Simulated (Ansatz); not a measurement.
HfBN in space group P-6m2 (No. 187; Hf on 1a, B on 1d, N on 1f), PBE (plane waves, PAW; program Ansatz), all energies at zero smearing, with the estimated change up to a 700 eV cutoff added, with one set of potentials and settings (totals compare only within such a set). Cell of 3 atoms (1 Hf, 1 B, 1 N): -16261.725 eV.

```json
[
 {"element": "Hf", "reference phase": "P6_3/mmc, 2 atoms in the cell", "E (eV/atom)": "-15722.2087"},
 {"element": "B", "reference phase": "R-3m, 12 atoms in the cell", "E (eV/atom)": "-155.9170"},
 {"element": "N", "reference phase": "Pa-3, 8 atoms in the cell", "E (eV/atom)": "-384.0342"}
]
```

Formation energy per atom, worked out: (-16261.725 − 1×(-15722.2087) − 1×(-155.9170) − 1×(-384.0342))/3 = 0.145 eV/atom (14 kJ per mol of atoms), at 0 K, without zero-point energy or fitted corrections.

The start of the workflow was typed in or built on a structure type; neither database checked (COD, Materials Project) lists it. Whether it is the stable phase at ambient conditions was not checked. The cell was relaxed with PBE under the symmetry of its start; its stability against distortions is not shown here. No spin polarisation was allowed. The volume moved by 92 % from the start of the relaxation. The references are the lowest solids computed at this level, not always the standard phases (solids in place of the gases). Scalar-relativistic: spin–orbit coupling is off unless named, which matters more the heavier the elements.

Potentials: the earlier of the program's two PAW sets.
